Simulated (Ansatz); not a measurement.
Ga3AsP2, ordered on the zincblende lattice (P3m1) with 6 atoms a cell at its r2SCAN geometry, in the PAW code Ansatz. One HSE06 run serves as the base. The settings are then varied one at a time, some on purpose to values that make no sense. Doubtful ones may also carry a cap on iterations. All numbers are computed, and spin polarisation is off unless an edit sets a moment.

Base input:
```yaml
crystal:
  lattice:
    - [3.9059637249, 0.0, 0.0]
    - [-1.9529818624, 3.382663812, 0.0]
    - [0.0, 0.0, 9.5621795807]
  atoms:
    - { symbol: P, position: [0.0, 0.0, 0.0030602822] }
    - { symbol: P, position: [0.3333333333, 0.6666666667, 0.3305233904] }
    - { symbol: As, position: [0.6666666667, 0.3333333333, 0.6663422598] }
    - { symbol: Ga, position: [0.3333333333, 0.6666666667, 0.0832499795] }
    - { symbol: Ga, position: [0.6666666667, 0.3333333333, 0.4103402508] }
    - { symbol: Ga, position: [0.0, 0.0, 0.7564838373] }
kpoints:
  mp_grid: { grid: [6, 6, 2] }
hamiltonian:
  xc: hse06
scf:
  occupations: { method: fixed }
  n_extra_bands: 5
output:
  forces: true
  stress: true
  eigenvalues: true
```

Base results:
```
Basis set: ecut = 420 eV, 2515 PW (Γ)
Symmetry: 6 space group operations
Space group: P3m1 (ITA 156)
k-points: 14 of 72 (time reversal used)
Exchange kernel: α = 0.2500, screened, ω = 0.2079 Å⁻¹, Wigner–Seitz truncation, v(0) = 1045.8643 eV·Å³, q-mesh 6×6×2
hybrid SCF converged: 2 outer / 15 inner (+4 warm-up)
Free energy (F): -17722.752286 eV
Fermi energy:    7.157391 eV
--- Forces (eV/Å), atoms counted from 1 ---
  atom   1  P       0.00000      0.00000      0.01047
  atom   2  P       0.00000      0.00000    -0.00135
  atom   3  As      0.00000      0.00000    -0.01500
  atom   4  Ga      0.00000      0.00000    -0.00470
  atom   5  Ga      0.00000      0.00000    -0.00364
  atom   6  Ga      0.00000      0.00000      0.01410
--- Stress (GPa, compression-positive) ---
        0.647137       0.000000       0.000000
        0.000000       0.647137       0.000000
        0.000000       0.000000       0.598550
  P = ⅓ Tr σ = 0.6309 GPa (6.309 kbar)
```
The gap over this mesh is 2.062 eV.

Command: `ansatz run input.yaml --threads 4 --pin off --max-ram 4608MiB --backend cpu --events-out ev --progress --plain --runs-dir out`. It took 87 s on 4 threads of Arm Neoverse N1, on a shared host; peak host memory 2.5 GiB.

Q: These lines are set or replaced. What follows?
```yaml
scf:
  exx: { q_mesh: [5, 5, 5] }
```

A: The program doesn't start.
```
Error: invalid value for `scf.exx.q_mesh`: must divide elementwise kpoints.mp_grid.grid
```

Q: These lines are set or replaced. What follows?
```yaml
basis:
  ecutwfc: 350
```

A: 1835 plane waves in place of 2515. The free energy moves by +6.2 meV an atom, the mean stress by 0.0 GPa and the gap on the mesh by 0.000 eV (to 2.062). The basis is too small: these are errors of the cutoff.
Lines that differ from the base's log, and the results:
```
Warning: basis.ecutwfc = 350 eV is below the records' recommended 420 eV, and the density's cutoff is lower with it unless basis.ecutrho_ratio is high enough to keep the records' density cutoff: compare with a run at a higher cutoff
Basis set: ecut = 350 eV, 1835 PW (Γ)
hybrid SCF converged: 2 outer / 16 inner (+5 warm-up)
Free energy (F): -17722.715230 eV
Fermi energy:    7.159305 eV
--- Forces (eV/Å), atoms counted from 1 ---
  atom   1  P       0.00000      0.00000      0.01031
  atom   2  P       0.00000      0.00000    -0.00187
  atom   3  As      0.00000      0.00000    -0.01443
  atom   4  Ga      0.00000      0.00000    -0.00459
  atom   5  Ga      0.00000      0.00000    -0.00429
  atom   6  Ga      0.00000      0.00000      0.01479
--- Stress (GPa, compression-positive) ---
        0.673923       0.000000       0.000000
        0.000000       0.673923       0.000000
        0.000000       0.000000       0.628706
  P = ⅓ Tr σ = 0.6589 GPa (6.589 kbar)
--- Band table (eV; the first three rows and the last of 14) ---
  k-point 0: bands = […, 5.8158, 6.1535, 6.1535, 7.0202, 7.1593, 7.1593, 9.2902, 9.3520, 9.7054, 11.6815, …]
  k-point 1: bands = […, 5.7157, 5.7157, 6.4092, 6.4092, 6.9578, 6.9578, 9.2209, 9.9029, 10.2462, 12.1504, …]
  k-point 2: bands = […, 4.6315, 4.9701, 5.1779, 5.9360, 6.5983, 6.6249, 10.2856, 10.4106, 10.9160, 11.7382, …]
  k-point 13: bands = […, 2.9571, 2.9673, 3.2533, 4.2893, 4.3189, 4.5114, 11.6638, 11.7352, 11.7572, 12.2921, …]
```

Q: Predict the outcome of this edit.
```yaml
hamiltonian:
  xc: lc_wpbe
```

A: The mean stress moves by -4.7 GPa and the gap on the mesh by +4.224 eV (to 6.286). It's another functional on the same cell, so totals aren't comparable.
```
Exchange kernel: α = 0.0000 at short range, 1.0000 at long range (ω = 0.7559 Å⁻¹), several ranges, Wigner–Seitz truncation, v(0) = 14904.5749 eV·Å³, q-mesh 6×6×2
hybrid SCF converged: 3 outer / 18 inner (+4 warm-up)
Free energy (F): -17725.335367 eV
Fermi energy:    4.835445 eV
--- Forces (eV/Å), atoms counted from 1 ---
  atom   1  P       0.00000      0.00000    -0.00705
  atom   2  P       0.00000      0.00000    -0.01625
  atom   3  As      0.00000      0.00000      0.02482
  atom   4  Ga      0.00000      0.00000      0.01038
  atom   5  Ga      0.00000      0.00000      0.04020
  atom   6  Ga      0.00000      0.00000    -0.05210
--- Stress (GPa, compression-positive) ---
       -4.059807       0.000000       0.000000
        0.000000      -4.059807       0.000000
        0.000000       0.000000      -4.017277
  P = ⅓ Tr σ = -4.0456 GPa (-40.456 kbar)
--- Band table (eV; the first three rows and the last of 14) ---
  k-point 0: bands = […, 3.2200, 3.6245, 3.6245, 4.6703, 4.8354, 4.8354, 11.4399, 11.5209, 11.7641, 13.8985, …]
  k-point 1: bands = […, 3.0915, 3.0915, 3.9450, 3.9450, 4.6014, 4.6014, 11.2949, 12.0892, 12.3731, 14.4629, …]
  k-point 2: bands = […, 1.9428, 2.3527, 2.4559, 3.3696, 4.1841, 4.2353, 12.4422, 12.5445, 13.1151, 13.9431, …]
  k-point 13: bands = […, -0.2160, -0.2077, 0.1339, 1.3812, 1.4230, 1.7004, 13.9457, 14.0071, 14.0100, 14.5446, …]
```

Q: These lines are set or replaced. What follows?
```yaml
hamiltonian:
  xc: { exchange: pbe, correlation: pbe, exx: { coeff: 1.0, omega: 0.5 } }
```

A: That is 100 % exact exchange, screened with ω = 0.5 1/Å, against HSE06's 25 % screened at 0.208 1/Å. The mean stress moves by -1.7 GPa and the gap on the mesh by +0.482 eV (to 2.544). Totals of different functionals aren't comparable.
```
Exchange kernel: α = 1.0000, screened, ω = 0.5000 Å⁻¹, Wigner–Seitz truncation, v(0) = 180.9513 eV·Å³, q-mesh 6×6×2
hybrid SCF converged: 4 outer / 25 inner (+4 warm-up)
Free energy (F): -17734.749765 eV
Fermi energy:    6.706418 eV
--- Forces (eV/Å), atoms counted from 1 ---
  atom   1  P       0.00000      0.00000      0.00563
  atom   2  P       0.00000      0.00000    -0.00642
  atom   3  As      0.00000      0.00000      0.00285
  atom   4  Ga      0.00000      0.00000      0.00091
  atom   5  Ga      0.00000      0.00000      0.03184
  atom   6  Ga      0.00000      0.00000    -0.03487
--- Stress (GPa, compression-positive) ---
       -1.021149       0.000000       0.000000
        0.000000      -1.021149       0.000000
        0.000000       0.000000      -1.030961
  P = ⅓ Tr σ = -1.0244 GPa (-10.244 kbar)
```

Spin-orbit coupling is left out.

The stress of a hybrid is loosely converged in these runs.

The meshes of the hybrids are coarse, so their gaps aren't converged to the digits shown.
